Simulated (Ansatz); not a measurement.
SiTe$_{2}$:
```xyz
3
Lattice="3.7217 0.0000 0.0000 -1.8609 3.2231 0.0000 0.0000 0.0000 6.5471" Properties=species:S:1:pos:R:3 pbc="T T T"
Si     0.0000     0.0000     0.0000
Te     0.0000     2.1487     4.9249
Te     1.8609     1.0744     1.6222
```

Relaxed with LDA. Special points in fractions of this cell's reciprocal vectors: Γ (0.000, 0.000, 0.000); M (0.500, 0.000, 0.000); K (0.333, 0.333, 0.000); A (0.000, 0.000, 0.500); L (0.500, 0.000, 0.500); H (0.333, 0.333, 0.500).

Question: List the band energies nearest the Fermi level at these points for plane-wave PAW LDA (Ansatz code).

Answer: In eV from the Fermi level; about four levels below and three above (degenerate sets whole), none deeper than 8.9 eV; points with the same levels are listed once.

```json
[
 {"k": "Γ", "below": "-0.48 -0.48 -0.02 -0.02", "above": "1.11 3.42 3.48 3.48"},
 {"k": "M", "below": "-3.77 -2.87 -2.39 -0.36", "above": "0.09 2.84 3.76"},
 {"k": "K", "below": "-4.37 -2.34 -2.34 -0.22", "above": "5.29 5.29 5.75"},
 {"k": "A", "below": "-5.63 -3.26 -0.54 -0.54", "above": "0.14 0.14 2.16"},
 {"k": "L", "below": "-2.59 -1.45 -0.80 -0.74", "above": "2.30 3.45 3.97"},
 {"k": "H", "below": "-4.99 -4.99 -4.71 -0.91 -0.91", "above": "1.15 3.06 3.06"}
]
```

Space group P-3m1 (CdI2 type). The workflow started from a Materials Project entry (that database holds measured and hypothetical structures alike); the Crystallography Open Database files this formula in space group No. 164, but the cells were not matched. Its standing as an ambient phase is unchecked. The cell was relaxed with LDA under the symmetry of its start; its stability against distortions is not shown here. A crystal of weakly bound layers computed without a dispersion correction: the cell and the soft elastic constants depend strongly on that. Spin–orbit coupling is left out wherever it is not named.

Potentials: the later of the program's two PAW sets.
